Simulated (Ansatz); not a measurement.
YAl₃:
```
YAl3
1.0
    4.24279     0.00000     0.00000
    0.00000     4.24279     0.00000
    0.00000     0.00000     4.24279
Y Al
1 3
Direct
  0.00000   0.00000   0.00000
  0.00000   0.50000   0.50000
  0.50000   0.00000   0.50000
  0.50000   0.50000   0.00000
```

Relaxed with r²SCAN.

Q: Map the electron localisation function on the plane through (0.000, 0.000, 0.000) spanned by u = [1, 1, 0] and v = [1, 0, 1] in lattice vectors, from plane-wave PAW r²SCAN (Ansatz code).

A: x is the fraction of u, y of v (the angle between them is 60°; rows are the nearest grid lines); atoms in the plane: Y at (0.00, 0.00), Al at (0.50, 0.50), Al at (0.00, 0.50), Al at (0.50, 0.00).
```
|3599951136641030301466311599953|
|5589972125663003300366521279985|
|9999984113577631001367753114899|
|9999974112578875323578875211479|
|5788752112567887655678876521125|
|1111111124577888777777888775421|
|3211111235678888776667788887653|
|6543223456677888776666778887766|
|6665555566666677776666677776666|
|1367877787631001357766677531001|
|0036888888630000025777777520000|
|3003788888730033003677777630033|
|3300367777763003300378888873003|
|0000257777775200000368888886300|
|1001357766677531001367877787631|
|6666777766666777766666655555666|
|6677888776666778887766543223456|
|3567888877666778888765321111123|
|1245778887777778887754211111111|
|5211256788765567887652112578875|
|9741125788753235788752114799999|
|9984113577631001367753114899999|
|5899721256630033003665212799855|
|3599951136641030301466311599953|
```
Scale: ten equal steps from 0.021 (start of '0') to 0.853 (end of '9'), in the order '0123456789'; x runs from 0.000 to 1.00, y from 0.000 (bottom) to 1.00 (top).

The density is the valence pseudo-density with augmentation charge, so density and ELF within about 1 Å of a nucleus are not all-electron values.

Space group Pm-3m (Cu3Au type). The workflow started from a Materials Project entry (that database holds measured and hypothetical structures alike); the Crystallography Open Database copy checked does not list it. Its standing as an ambient phase is unchecked. Symmetry was held in the r²SCAN relaxation; its stability against distortions is not shown here. The run is not spin-polarised.

Potentials: the later of the program's two PAW sets.
